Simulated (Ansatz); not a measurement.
GaPt3 (Cu3Au type, space group No. 221), plane-wave PAW PBEsol (Ansatz code), all energies at zero smearing, with the estimated change up to a 700 eV cutoff added, with one set of potentials and settings (totals compare only within such a set). Cell of 4 atoms (1 Ga, 3 Pt): -40896.479 eV.

```tsv
element	reference phase	E (eV/atom)
Ga	Cmce, 4 atoms in the cell	-3743.2031
Pt	Fm-3m, 1 atoms in the cell	-12383.8180
```

Formation energy per atom, worked out: (-40896.479 − 1×(-3743.2031) − 3×(-12383.8180))/4 = -0.455 eV/atom (-44 kJ per mol of atoms), at 0 K, without zero-point energy or fitted corrections.

Space group Pm-3m (Cu3Au type). The first step of the workflow began from a Materials Project structure, measured or hypothetical; the Crystallography Open Database copy checked does not list it. COD files the formula under space group No. 127. Its standing as an ambient phase is unchecked. Symmetry was held in the PBEsol relaxation; its stability against distortions is not shown here. No spin polarisation was allowed. The references are the lowest solids computed at this level, not always the standard phases. Spin–orbit coupling is left out wherever it is not named.

Potentials: the later of the program's two PAW sets.
